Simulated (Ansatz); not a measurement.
CdCl2-type LuSe2

Level of theory: DFT, PBEsol, scalar-relativistic, no spin polarisation; plane waves to 420 eV with PAW datasets (Ansatz 0.2.0), 10×10×10 k-mesh, Gaussian smearing of 0.05 eV. The datasets are Ansatz's generated set soft_2.

```yaml
crystal:
  lattice:
    - [2.04223, 1.17908, 5.35216]
    - [-2.04223, 1.17908, 5.35216]
    - [0.00000, -2.35816, 5.35216]
  atoms:
    - { symbol: Lu, position: [0.00000, 0.00000, 0.00000] }
    - { symbol: Se, position: [0.24430, 0.24430, 0.24430] }
    - { symbol: Se, position: [0.75570, 0.75570, 0.75570] }
```

The cell came from substitution into a structure type; whether the compound takes it is for experiment to say.

Cell and atoms are those of this level's equilibrium.

The cell has space group R-3m (read at 0.01 Å). In it the stress is -0.05, -0.05, 0.01, 0.00, 0.00, 0.00 GPa and the largest force component 0.005 eV/Å. Each change below starts from this cell, without further relaxation. Stress is in GPa, positive in compression, in the order xx, yy, zz, yz, xz, xy; energies are counted from the cell above and are free energies with the smearing's entropy, which match forces and stress in a metal.

What stress follows from an engineering strain of 3 % in yy, atoms carried along?

-1.32, -2.72, -1.47, 0.89, 0.00, 0.00 GPa; the energy changes by 20.5 meV per cell.
```
atom  Fx (eV/Å)      Fy      Fz
 Lu1      0.000   0.000   0.000
 Se2      0.000  -0.104   0.159
 Se3      0.000   0.104  -0.159
```
The change of the stress over the strain gives a clamped-atom stiffness of about 89 GPa for this component, a secant value that lies under the elastic constant in tension and over it in compression, by several per cent for each per cent of strain.
In a harmonic crystal the energy would rise by V(½Cε² − σ₀ε), with σ₀ the stress of the unstrained cell, = 20.0 meV, which matches.

No spin–orbit coupling, a notable omission for heavy elements. The cell is a metal with an odd number of electrons, and spin polarisation wasn't tried. The structure is layered, and this functional has no dispersion term, so the layers' spacing is poorly fixed, often too long, and so is what hangs on it.
